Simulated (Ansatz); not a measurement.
Level of theory: DFT PBE, scalar-relativistic, plane waves, PAW in Ansatz. All cells share a 420 eV cutoff and Γ-centred k meshes spaced at most about 0.3 Å⁻¹ (about 0.25 or finer for metals, 2π included). No spin polarisation in the final relaxations.

All energies are static (0 K, no zero-point motion). All come from trial cells, and lower structures may exist.

Problem. These unrelaxed guesses for Zr₂TaGe₂ are each relaxed within their symmetry. Order them by the energy at which they end, lowest first.
A.

```
CELL_PARAMETERS angstrom
4.25508 0.00000 0.00000
-2.12754 3.68501 0.00000
0.00000 0.00000 5.54468
ATOMIC_POSITIONS crystal
Zr 0.33333 0.66667 0.00000
Zr 0.66667 0.33333 0.00000
Ta 0.00000 0.00000 0.50000
Ge 0.33333 0.66667 0.50000
Ge 0.66667 0.33333 0.50000
```

B.

```
CELL_PARAMETERS angstrom
4.63839 0.00000 0.00000
0.00000 4.63839 0.00000
0.00000 0.00000 4.46627
ATOMIC_POSITIONS crystal
Zr 0.00000 0.50000 0.00000
Zr 0.50000 0.00000 0.00000
Ta 0.50000 0.50000 0.50000
Ge 0.50000 0.50000 0.00000
Ge 0.00000 0.00000 0.00000
```

C.

```
CELL_PARAMETERS angstrom
4.09652 0.00000 0.00000
-2.04826 3.54769 0.00000
0.00000 0.00000 6.88504
ATOMIC_POSITIONS crystal
Zr 0.33333 0.66667 0.63070
Zr 0.66667 0.33333 0.36930
Ta 0.00000 0.00000 0.00000
Ge 0.33333 0.66667 0.25710
Ge 0.66667 0.33333 0.74290
```

Solution. C (ends in P-3m1, 0 meV/atom), B (ends in P4/mmm, 0.84 eV/atom), A (ends in P6/mmm, 0.86 eV/atom).

Spin–orbit coupling, which can matter for Ta, is left out. A magnetic state wasn't ruled out in cells without spin, among them P4/mmm, P6/mmm. With atoms moved at random, P-3m1 came back. Other cells relaxed within their symmetry can be saddle points. Some structure types and database cells were kept out of the candidates from the start, so a known form may be missing.
